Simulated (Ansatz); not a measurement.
NiN$_{2}$ in space group P4/mbm (No. 127; Ni on 2a, N on 4h) under volume change, PBEsol (plane waves, PAW; program Ansatz), shape and atoms relaxed at each volume.

| V (Å³/atom) | E − E(relaxed) (meV/atom) | P (GPa) |
|---|---|---|
| 7.515 | 39.3 | 18.78 |
| 7.762 | ? | ? |
| 8.010 | 3.8 | 5.08 |
| 8.258 | 0.0 | 0.00 |
| 8.506 | 3.3 | -4.14 |
| 8.753 | 12.4 | -7.56 |
| 9.001 | ? | ? |

Problem. Complete the blanks.

Solution. 
- 9.001, E − E(relaxed) (meV/atom): 26.4
- 9.001, P (GPa): -10.37
- 7.762, E − E(relaxed) (meV/atom): 16.3
- 7.762, P (GPa): 11.28

Problem. What does a third-order Birch–Murnaghan fit give for V₀, B₀ and B′?

Solution. V₀ = 8.26 Å³/atom, B₀ = 153 GPa, B′ = 5.6.

The start of the workflow was typed in or built on a structure type; neither database checked (COD, Materials Project) lists it. Whether it is the stable phase at ambient conditions was not checked. The cell was relaxed with PBEsol under the symmetry of its start. At this level the phase is dynamically unstable (imaginary phonons). The workflow began spin-polarised and lost its moments. The volume moved by 24 % from the start of the relaxation. Its formation energy is positive at this level, so the cell may be metastable or incomplete.

Potentials: the earlier of the program's two PAW sets. The files were generated under PBE; for other functionals the program regenerates the frozen cores, and for LDA and PBEsol the local potential too.
